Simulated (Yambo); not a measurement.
Yambo run on MgS₂ (space group C2/m, No. 12, within 0.06 Å of R-3m). The wavefunctions are PBEsol (Quantum ESPRESSO, PseudoDojo norm-conserving, 84 Ry, scalar-relativistic) ones on a 4×4×4 mesh (11 occupied bands); a = b = 3.9388 Å, c = 5.0754 Å, α = β = 112.83°, γ = 59.90°.

Yambo input:

```
rim_cut
gw0
dyson
el_el_corr
HF_and_locXC
ppa
em1d
RandQpts= 1000000
RandGvec= 1 Ry
EXXRLvcs= 84 Ry
VXCRLvcs= 336 Ry
Chimod= "HARTREE"
% BndsRnXp
 5 | 62 |
%
NGsBlkXp= 10 Ry
% LongDrXp
 1.0 | 1.0 | 1.0 |
%
PPAPntXp= 27.2114 eV
% GbndRnge
 1 | 139 |
%
GTermKind= "BG"
DysSolver= "n"
ExtendOut
% QPkrange
 3 | 3 | 11 | 12 |
 12 | 12 | 11 | 11 |
%
```

k points by index: 3 = (0, 0, -0.5), 12 = (0.25, 0.25, 0.25).

Table of the .qp output:

```
#    K-point    Band    Eo [eV]    E [eV]    E-Eo [eV]    Vxc [eV]    Vnlxc [eV]    Sc|Eo [eV]    Sc|E [eV]    dSc/dw|Eo [eV]    Re(Z)    Im(Z)
#
    3    11    -0.051522    -0.927766    -0.876244    -13.23486    -16.17056    1.808215    2.059456    -7.801134    0.777187    -0.001592
    3    12    0.938394    1.558221    0.619828    -12.38661    -8.018469    -3.577706    -3.748310    -7.488335    0.784193    -0.001546
    12    11    0.000000    -0.891180    -0.891180    -13.22159    -16.16245    1.793646    2.049687    -7.816960    0.776836    -0.001578
```
(The two width columns are left out.) Convergence of these settings isn't established.

Geometry relaxed with PBEsol.

The structure is a Materials Project entry; no match was found in the copy of COD used, and its stability was not checked.
